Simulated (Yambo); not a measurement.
G0W0@PBEsol for Be$_{3}$N$_{2}$ (space group P6_3/mmc, No. 194) in Yambo. Reference settings: 6×6×2 Γ-centred k mesh, bands 7 to 135 and a 8 Ry block in the screening, 135 bands in G with the Bruneval-Gonze terminator, plasmon pole fitted at 27.2 eV. The PBEsol gap Γ → M on this mesh is 3.25 eV; G0W0 gaps are taken between the same points.

The settings were changed. The gap went from 4.76 eV to 4.91 eV, and the shift of the valence edge from -0.75 eV to -0.49 eV.

### Question
Name the change that produced these shifts.
(A) 3 Ry block
(B) 89 bands in G
(C) 54 bands in W, 54 bands in G
(D) 6×6×1 mesh

### Answer
C, 54 bands in W, 54 bands in G. The others gave (gap, valence shift): 3 Ry block: 4.45, -0.45 eV; 89 bands in G: 4.77, -0.74 eV; 6×6×1 mesh: 4.78, -0.74 eV.

Geometry of the Materials Project entry, not relaxed at this level; primitive cell a = 2.842 Å, b = 2.842 Å, c = 9.747 Å, α = 90.00°, β = 90.00°, γ = 120.00°.

The structure is a Materials Project entry; no match was found in the copy of COD used, and its stability was not checked.

A shift is the quasiparticle energy of the state minus its PBEsol energy.
